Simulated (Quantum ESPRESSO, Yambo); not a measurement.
For CsOH (space group Cmc2_1, No. 36), Yambo gives the independent-particle static dielectric constant along x as 3.23 on PBEsol bands and 2.84 after a scissor of 1.98 eV widens every gap (4×4×4 mesh, 80 bands, 3 Ry local-field block, 0.2 eV broadening). Axes are Cartesian, with cell vectors (Å) (2.16, -5.69, 0.00), (2.16, 5.69, 0.00), (0.00, 0.00, 4.50).

**Question.** A scissor keeps the position matrix elements. In a one-oscillator model, how does ε − 1 scale, and what mean transition energy do the two values imply?

**Answer.** Each transition adds |r|²/E to ε − 1, so ε − 1 ∝ 1/(E0 + Δ). Then (2.84 − 1)/(3.23 − 1) = E0/(E0 + Δ) = 0.825, and E0 = Δ(ε' − 1)/(ε − ε') = 9.3 eV. The computed Im ε, weighted by 1/E up to 20 eV, has its mean at 10.1 eV; the smallest direct PBEsol gap is 3.72 eV. The scissor comes from a G0W0 run whose convergence isn't established. Convergence of the RPA response with its 4×4×4 mesh was not tested.

Bands from Quantum ESPRESSO.

Geometry of the Materials Project entry, not relaxed at this level; primitive cell a = b = 6.0878 Å, c = 4.5043 Å, α = β = 90.00°, γ = 138.41°.

The structure is a Materials Project entry; no match was found in the copy of COD used, and its stability was not checked.
